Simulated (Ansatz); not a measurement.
YN (CsCl type, Pm-3m), DFT-r²SCAN in the program Ansatz with PAW potentials, all energies at zero smearing, with the estimated change up to a 700 eV cutoff added, with one set of potentials and settings (totals compare only within such a set). Cell of 2 atoms (1 Y, 1 N): -4246.566 eV.

```
element                reference phase  E (eV/atom)
-------  -----------------------------  -----------
Y        P6_3/mmc, 2 atoms in the cell   -3859.7073
N            Pa-3, 8 atoms in the cell    -384.8315
```

Formation energy per atom, worked out: (-4246.566 − 1×(-3859.7073) − 1×(-384.8315))/2 = -1.013 eV/atom (-98 kJ per mol of atoms), at 0 K, without zero-point energy or fitted corrections.

A made-up cell: these elements were put on the sites of a structure type; neither database checked (COD, Materials Project) lists it. COD files the formula under space group No. 225, so this cell is another polymorph or a model. Whether it is the stable phase at ambient conditions was not checked. The cell was relaxed with r²SCAN under the symmetry of its start; whether a distortion lowers the energy is not shown. No spin polarisation was allowed. The references are the lowest solids computed at this level, not always the standard phases (solids in place of the gases).

Potentials: the later of the program's two PAW sets.
